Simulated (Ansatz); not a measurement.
MoS2: a ladder of calculations

Cell of run 1: a structure deposited in the COD, atoms as given.

```cif
data_MoS2
_symmetry_space_group_name_H-M 'P6_3/mmc'
_symmetry_Int_Tables_number 194
_cell_length_a 3.1690
_cell_length_b 3.1690
_cell_length_c 12.3240
_cell_angle_alpha 90.000
_cell_angle_beta 90.000
_cell_angle_gamma 120.000
loop_
_atom_site_label
_atom_site_type_symbol
_atom_site_symmetry_multiplicity
_atom_site_Wyckoff_symbol
_atom_site_fract_x
_atom_site_fract_y
_atom_site_fract_z
Mo Mo 2 c 0.3333 0.6667 0.2500
S S 4 f 0.3333 0.6667 0.6230
```

One atom of each set is listed.

Relaxed positions (PBE, cell held):

Mo (0.3333, 0.6667, 0.2500)
S (0.3333, 0.6667, 0.6233)

All runs are DFT with Ansatz 0.2.0 (plane waves and PAW, scalar-relativistic unless spin–orbit coupling is named, Γ-centred meshes, Fermi–Dirac smearing where given) in this cell. Start moments of run 1 as typed (μB): 2 on each Mo, none on the rest.

Run 1: PBE, parallel start moments, atoms as given; 420 eV, 11×11×3 k-points, smearing 0.02 eV.
Run 2: r2SCAN, parallel start moments, at the relaxed atoms; 500 eV, 11×11×3 k-points, smearing 0.02 eV.
Run 3: LDA, parallel start moments, at the relaxed atoms; 420 eV, 11×11×3 k-points, smearing 0.02 eV.

(1) What does each run give, and what moves the gradients most?

## Answers

(1) 

```csv
run,Mo V_zz (η),S V_zz (η)
1,-7.53 (0.00),-5.24 (0.00)
2,-7.71 (0.00),-5.38 (0.00)
3,-7.73 (0.00),-5.32 (0.00)
```

V_zz in 10²¹ V/m². Against run 1, the gradient tensors on these sites move by at most 0.17 in run 2 (Mo), 0.20 in run 3 (Mo).

Without spin–orbit coupling (the program notes it for Mo) the gradients can shift somewhat, as the gap is small. In run 2 the program didn't check the stability of the electronic state in full, so a lower one may lie near. In runs 1, 2, 3 the start moments die out. In run 3 the atoms aren't at the calculated equilibrium (largest force 0.42 eV/Å). The cell isn't the equilibrium one in run 3 (calculated pressure -5 GPa), and the entry's cell may itself be off.
